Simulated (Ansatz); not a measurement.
This is a relaxation of cell and atoms with the plane-wave code Ansatz on SnTe2 in the CdCl2-type structure; the level of theory is r2SCAN+rVV10. It starts from the PBEsol minimum.

```yaml
crystal:
  lattice:
    - [2.0619386135, 1.1904608136, 6.1709274761]
    - [-2.0619386135, 1.1904608136, 6.1709274761]
    - [0.0, -2.3809216272, 6.1709274761]
  atoms:
    - { symbol: Sn, position: [0.0, 0.0, 0.0] }
    - { symbol: Te, position: [0.2357454291, 0.2357454291, 0.2357454291] }
    - { symbol: Te, position: [0.7642545709, 0.7642545709, 0.7642545709] }
kpoints:
  mp_grid: { grid: [6, 6, 6] }
hamiltonian:
  xc: r2scan
  dispersion: rvv10
scf:
  occupations: { method: fermi_dirac, width: 0.03 }
relax:
  f_tol: 0.01
  cell: {}
  max_steps: 120
```

The trajectory has 6 recorded frames, each with fractional positions and then forces in eV/Å along x, y and z. The last, and any step after a large change of cell, is solved on a basis re-selected at its cell; pressure is positive in compression.

Step 1: energy 0.0 meV/atom from step 1, largest force component 0.249 eV/Å, pressure +0.94 GPa; a = 6.614 Å, b = 6.614 Å, c = 6.614 Å, α = 36.33°, β = 36.33°, γ = 36.33°
```
Sn 0.0000 0.0000 0.0000     0.000   0.000   0.000
Te 0.2357 0.2357 0.2357     0.000   0.000   0.249
Te 0.7643 0.7643 0.7643     0.000   0.000  -0.249
```

Step 2: energy -9.8 meV/atom from step 1, largest force component 0.103 eV/Å, pressure -0.21 GPa; a = 6.674 Å, b = 6.674 Å, c = 6.674 Å, α = 36.56°, β = 36.56°, γ = 36.56°
```
Sn 0.0000 0.0000 0.0000     0.000   0.000   0.000
Te 0.2394 0.2394 0.2394     0.000   0.000   0.103
Te 0.7606 0.7606 0.7606     0.000   0.000  -0.103
```

Q: Estimate where the relaxation ends.

A:
Step 3: energy -10.5 meV/atom from step 1, largest force component 0.056 eV/Å, pressure +0.32 GPa; a = 6.680 Å, b = 6.680 Å, c = 6.680 Å, α = 36.51°, β = 36.51°, γ = 36.51°
```
Sn 0.0000 0.0000 0.0000     0.000   0.000   0.000
Te 0.2411 0.2411 0.2411     0.000   0.000  -0.056
Te 0.7589 0.7589 0.7589     0.000   0.000   0.056
```

Step 4: energy -10.9 meV/atom from step 1, largest force component 0.006 eV/Å, pressure +0.08 GPa; a = 6.708 Å, b = 6.708 Å, c = 6.708 Å, α = 36.30°, β = 36.30°, γ = 36.30°
```
Sn 0.0000 0.0000 0.0000     0.000   0.000   0.000
Te 0.2409 0.2409 0.2409     0.000   0.000   0.006
Te 0.7591 0.7591 0.7591     0.000   0.000  -0.006
```

Step 5: energy -10.9 meV/atom from step 1, largest force component 0.006 eV/Å, pressure +0.01 GPa; a = 6.725 Å, b = 6.725 Å, c = 6.725 Å, α = 36.20°, β = 36.20°, γ = 36.20°
```
Sn 0.0000 0.0000 0.0000     0.000   0.000   0.000
Te 0.2411 0.2411 0.2411     0.000   0.000   0.006
Te 0.7589 0.7589 0.7589     0.000   0.000  -0.006
```

Step 6: energy -11.1 meV/atom from step 1, largest force component 0.006 eV/Å, pressure +0.01 GPa; a = 6.725 Å, b = 6.725 Å, c = 6.725 Å, α = 36.20°, β = 36.20°, γ = 36.20°
```
Sn 0.0000 0.0000 0.0000     0.000   0.000   0.000
Te 0.2411 0.2411 0.2411     0.000   0.000   0.006
Te 0.7589 0.7589 0.7589     0.000   0.000  -0.006
```

In 5 steps the volume changed by +4.4 %; between the first SCF and the last, each on a basis chosen for its cell, the energy fell by 11.1 meV an atom. Final cell: the symmetry is R-3m (No. 166, trigonal); conventional cell a = 4.179 Å, c = 18.833 Å, 31.64 Å³ an atom. Sn has 6 Te at 2.97 Å; Te has 3 Sn at 2.97 Å.

Run as `ansatz run input.yaml --threads 2 --pin off --max-ram 2211MiB --backend cpu --events-out ev --progress --plain --runs-dir out`.

Q: What wall time did it need on 2 threads of Intel(R) Xeon(R) Platinum 8259CL CPU @ 2.50GHz (Skylake/Cascade Lake) (shared host), load about 1.8 per core, and what peak of host memory did it reach?

A: About 100 s, with a peak of 0.85 GiB.

(Calculated; spin-unpolarised; the phase may be known or hypothetical.)

Overlapping bands make a metal at that level, for which these meshes are coarse; small forces, stresses and energy differences are uncertain. A small overlap in a semilocal functional can be an artefact that a hybrid or GW lifts.
